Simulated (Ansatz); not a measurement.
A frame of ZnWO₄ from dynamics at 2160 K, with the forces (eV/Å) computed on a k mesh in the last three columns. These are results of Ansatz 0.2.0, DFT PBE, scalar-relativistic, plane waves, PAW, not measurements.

Cutoff 420 eV; k points 3×3×3 on the computed 18-atom cell (Γ-centred); Fermi–Dirac smearing, width 0.19 eV; no spin polarisation.

```xyz
18
Lattice="6.330 0.131 -0.035 0.131 5.928 -0.031 -0.035 -0.031 6.259" Properties=species:S:1:pos:R:3:forces:R:3 pbc="T T T"
W     4.874    4.054    5.091    1.590   -0.410    0.980
W     4.441    3.653    1.770   -0.190   -0.600    0.860
W     2.588    0.115    1.417    4.820    1.870    0.010
O     4.039    3.018    3.757    2.160   -1.010   -2.430
O     1.440    0.568    0.075   -0.190   -0.410   -1.280
O     0.654    3.414    4.500    0.570   -0.760    1.940
O     5.924    4.203    2.554    0.510    0.170    0.430
O     3.731    1.761    0.826   -1.190   -1.500    1.710
O     2.448    3.536    1.606   -1.520    2.390    0.500
O     4.670    5.391    0.824   -2.510   -1.670   -0.990
O     5.681    5.517    4.592   -0.800    1.250    0.590
O     1.556    0.889    2.773   -0.700   -0.470    0.000
O     3.597    5.411    2.999   -0.960   -0.740   -0.950
O     3.019    3.956    5.465    1.380    2.960    1.130
O     5.894    3.255    0.493   -2.250   -0.430   -3.150
Zn    1.836    2.611    5.932   -1.130   -0.530    0.550
Zn    1.464    5.463    4.250   -0.230   -0.920    0.720
Zn    0.948    2.664    2.808    0.640    0.810   -0.620
```

Static pressure -1.2 GPa (no kinetic part), a gap on the mesh of 1.23 eV.

Counting as bonded all pairs within 1.2 times the summed covalent radii, but none from a metal cation to another cation:

```
atom → neighbour mean count mean length (Å) spread (Å)
           O → W        1.58             2.06        0.21
          O → Zn        0.92             2.04        0.13
           W → O        6.33             2.06        0.21
          Zn → O        3.67             2.04        0.13
```

Angles between all pairs of such bonds at an atom (mean ± spread): 111 ± 15° at O, 102 ± 29° at W, 108 ± 26° at Zn.

Spin-orbit coupling is left out, which matters for the bands of heavy elements. An odd mesh misses points on the zone edge, so a gap read on it can be too wide.

Cost: 1 run of about 1.3 core-minutes, on Arm Neoverse V1 (shared hosts).